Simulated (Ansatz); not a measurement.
CdTe:
Space group F-43m (No. 216); a = b = c = 6.5587 Å, α = β = γ = 90.00°

```json
[
 {"atom": "Cd", "site": "4a", "symmetry": "-43m", "x": "0.0000", "y": "0.0000", "z": "0.0000"},
 {"atom": "Te", "site": "4c", "symmetry": "-43m", "x": "0.2500", "y": "0.2500", "z": "0.2500"}
]
```
(The calculation used a cell of 2 atoms; values per cell refer to that cell.)

Relaxed with r²SCAN.

**Question.** Tabulate the valence density and the electron localisation function along the shortest Cd–Te contact (2.84 Å), the program Ansatz at the r²SCAN level (PAW).

**Answer.** 

| distance from Cd (Å) | density (e/Å³) | ELF |
|---|---|---|
| 0.28 | 18.76 | 0.86 |
| 0.43 | 12.30 | 0.66 |
| 0.57 | 6.90 | 0.47 |
| 0.71 | 3.30 | 0.36 |
| 0.85 | 1.35 | 0.28 |
| 0.99 | 0.59 | 0.20 |
| 1.14 | 0.38 | 0.17 |
| 1.28 | 0.32 | 0.27 |
| 1.42 | 0.34 | 0.51 |
| 1.56 | 0.40 | 0.68 |
| 1.70 | 0.51 | 0.67 |
| 1.85 | 0.66 | 0.57 |
| 1.99 | 0.99 | 0.44 |
| 2.13 | 2.04 | 0.30 |
| 2.27 | 4.47 | 0.16 |
| 2.41 | 8.50 | 0.06 |
| 2.56 | 13.39 | 0.03 |

The density is the valence pseudo-density with augmentation charge, so density and ELF within about 1 Å of a nucleus are not all-electron values.

The cell was relaxed with r²SCAN under the symmetry of its start; of distortions, only those at the zone centre were tested. Scalar-relativistic: spin–orbit coupling is off unless named, which matters more the heavier the elements.

Potentials: the earlier of the program's two PAW sets.
